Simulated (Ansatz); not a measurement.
Cr₂GeC:
```cif
data_C2Cr4Ge2
_chemical_formula_sum 'Cr4 Ge2 C2'
_space_group_name_H-M_alt 'P63/mmc'
_space_group_IT_number 194
_space_group_name_Hall '-P 6c 2c'
_cell_length_a 2.89927
_cell_length_b 2.89927
_cell_length_c 11.88531
_cell_angle_alpha 90.000
_cell_angle_beta 90.000
_cell_angle_gamma 120.000
loop_
_atom_site_label
_atom_site_type_symbol
_atom_site_symmetry_multiplicity
_atom_site_Wyckoff_symbol
_atom_site_fract_x
_atom_site_fract_y
_atom_site_fract_z
_atom_site_occupancy
Cr1 Cr 4 f 0.33333 0.66667 0.08558 1
Ge1 Ge 2 d 0.66667 0.33333 0.25000 1
C1 C 2 a 0.00000 0.00000 0.00000 1
```

Relaxed at zero pressure with PBEsol (plane waves, PAW; program Ansatz).

**Question.** The volume is lowered by 6 % and shape and atoms relax at that volume. What pressure results, and how do the axes share the change?

**Answer.** 15.7 GPa; a -2.2 %, b -2.2 %, c -1.7 %; the energy rises by 30 meV/atom.

**Question.** Give the new structure.

**Answer.** 
Space group P6₃/mmc (No. 194); a = b = 2.8354 Å, c = 11.6815 Å, α = β = 90.00°, γ = 120.00°

```tsv
atom	site	symmetry	x	y	z
Cr	4f	3m.	0.3333	0.6667	0.0875
Ge	2d	-6m2	0.6667	0.3333	0.2500
C	2a	-3m.	0.0000	0.0000	0.0000
```

The phase is kept; no other phase was compared at this pressure.

Space group P6_3/mmc. The first step of the workflow began from a Materials Project structure, measured or hypothetical; the Crystallography Open Database copy checked does not list it. Whether it is the stable phase at ambient conditions was not checked. The PBEsol relaxation kept the symmetry of its start; its stability against distortions is not shown here. The workflow began spin-polarised and lost its moments.

Potentials: the later of the program's two PAW sets.
